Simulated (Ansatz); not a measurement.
AlN (wurtzite)

```xyz
4
Lattice="3.1303 0.0000 0.0000 -1.5651 2.7109 0.0000 0.0000 0.0000 5.0180" Properties=species:S:1:pos:R:3 pbc="T T T"
Al     1.5651     0.9036     0.0169
Al     0.0000     1.8073     2.5259
N      1.5651     0.9036     3.1203
N      0.0000     1.8073     0.6113
```

In each cell atom 4 (N, nearest neighbour Al at 1.903 Å; its periodic images, 3.1 Å or more away, move with it) moves by s·(1.000, 0.000, 0.000) (along Cartesian x), the rest being held.

Level of theory: PBE (plane waves to 420 eV, PAW, scalar-relativistic; Ansatz, a first-principles code). k mesh 10×10×6 (Γ-centred), Fermi-Dirac smearing 0.05 eV. E stands for the smeared free energy. AlN was relaxed with its symmetry unable to fall. The zero of ΔE is the undisplaced structure.

```csv
s (Å),ΔE (meV/cell)
-0.190,277.7
-0.152,175.8
-0.114,98.0
-0.076,withheld
-0.038,10.8
0.000,0.0
0.038,10.8
0.076,withheld
0.114,98.0
0.152,175.8
0.190,277.7
```

Question: Fit an even polynomial form (powers 2, 4) to the given rows and predict ΔE at s = -0.076.

Answer: Least squares on the 9 given rows: ΔE = (7458)·s² + (6498)·s⁴, in meV/cell with s in Å; root-mean-square residual 0.02 meV/cell. At -0.076 the fit gives 43.3 meV/cell; the calculation gives 43.3 meV/cell, the same to the digits shown. The quadratic term alone would give 43.1 meV/cell.

(A displaced cell: forces are minus the slopes of the energy, force constants its curvatures, and phonons follow from these.)
